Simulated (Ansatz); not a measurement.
# Na2CO3 — field gradients at the nuclei

The cell is a Materials Project structure (computed, not necessarily an observed phase), taken as it stands.

```
Na C O
1.0
     4.39238   -2.63220    0.00000
     4.39238    2.63220    0.00000
    -1.35210    0.00000    5.76532
Na C O
4 2 6
Direct
  0.66907 0.66907 0.74079
  0.33093 0.33093 0.25921
  0.00000 0.00000 0.00000
  0.00000 0.00000 0.50000
  0.33597 0.33597 0.75072
  0.66403 0.66403 0.24928
  0.21181 0.21181 0.83263
  0.38969 0.81339 0.29179
  0.18661 0.61031 0.70821
  0.81339 0.38969 0.29179
  0.61031 0.18661 0.70821
  0.78819 0.78819 0.16737
```

Sites (sets of like atoms) are named by element and the number of their first atom in this list.

The numbers come from a DFT calculation in Ansatz (PBE, plane waves and PAW, scalar-relativistic, 420 eV cutoff, Γ-centred 5×5×4 k-points, Fermi–Dirac smearing 0.02 eV).

C_Q = eQV_zz/h, which is 24.18 MHz for Q = 1 b and V_zz = 10²¹ V/m²; η = (V_xx − V_yy)/V_zz. Directions are in the Cartesian axes of the cell vectors above, for the atom listed; none is given where the gradient is under 0.02 or η is above 0.95.

**Question.** What field gradients does the calculation give at each kind of site?

**Answer.** 

```csv
site,first atom,first shell,V_zz (10²¹ V/m²),η,"direction of V_zz (x, y, z)"
Na1,1,9 O at 2.50–2.82 Å; also 1 Na at 2.96 Å,0.67,0.30,-0.23 0.00 0.97
Na3,3,6 O at 2.30–2.32 Å,-0.38,0.92,0.06 0.00 1.00
Na4,4,6 O at 2.26–2.38 Å,0.67,0.18,0.85 0.00 0.52
C,5,3 O at 1.29 Å,2.64,0.01,0.37 0.00 0.93
O7,7,"1 C at 1.29 Å, 3 Na at 2.30–2.50 Å; also 2 Na at 2.70 Å",-12.23,0.93,0.00 1.00 0.00
O8,8,"1 C at 1.29 Å, 2 Na at 2.26–2.32 Å; also 3 Na at 2.56–2.82 Å",11.68,0.99,–
```

At C V_zz stands upright on the plane through its three neighbours (within 1°).

Where η is near 1 the sign of V_zz means little.
